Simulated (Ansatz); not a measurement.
# Calculated Ba-137 NMR of the central transition for Ba₃AlS₄Br

Cell: a structure deposited in the COD, ions relaxed with PBE at fixed cell.

Space group Pnma (No. 62); a = 12.3743, b = 9.5728, c = 8.4609 Å.

```
site  Wyckoff  site symmetry       x       y       z
 Ba1       4c            .m.  0.0252  0.2500  0.4158
 Ba5       8d              1  0.8363  0.9788  0.0902
  Al       4c            .m.  0.8941  0.2500  0.8105
 S17       8d              1  0.0720  0.9500  0.3125
 S25       4c            .m.  0.2160  0.2500  0.6375
 S29       4c            .m.  0.9920  0.2500  0.0349
  Br       4c            .m.  0.2674  0.2500  0.1690
```

One atom of each set is listed.

The numbers come from a DFT calculation in Ansatz (PBE, plane waves and PAW, scalar-relativistic, 420 eV cutoff, Γ-centred 3×3×4 k-points, Fermi–Dirac smearing 0.02 eV).

Ba-137 has I = 3/2 and Q = 236.0 mb (Pyykkö 2018); at 28.2 T its Larmor frequency is ν₀ = 134.3 MHz (from the bare nuclear moment; shielding lowers the observed one by a per cent or two). Only the quadrupole interaction is simulated: positions count from each site's isotropic chemical shift, and shift anisotropy, dipolar and J coupling are left out.

**Question.** What does the Ba-137 spectrum (static powder) show for each site?

**Answer.** 

```csv
site,first shell,C_Q (MHz),η,P_Q (MHz),δ_QIS (ppm),breadth (kHz)
Ba1,"6 S at 3.02–3.25 Å, 2 Br at 3.27–3.65 Å",27.8,0.38,28.4,-1118,998
Ba5,"7 S at 3.23–3.65 Å, 2 Br at 3.36–3.41 Å; also 1 Al at 3.58 Å",30.8,0.43,31.7,-1396,1277
```

δ_QIS = −(ν_Q²/30ν₀²)[I(I+1) − 3/4](1 + η²/3) × 10⁶ ppm with ν_Q = 3|C_Q|/[2I(2I−1)]; it falls as 1/B₀² in ppm, and the breadth as 1/B₀ in kHz.

Without spin–orbit coupling (the program notes it for Ba) the gradients are little affected as a rule: paired runs on crystals with a gap mostly move them by under 2 % at such atoms.

The relaxation (4 steps) took 9.7 min of wall time (9.7 min of CPU time) and 2.5 GiB at its peak, on 1 thread of Arm Neoverse V2 (aarch64; 8 cores open to the job, memory cap 3.0 GiB, no GPU), a shared host with a load of 0.4 a core.
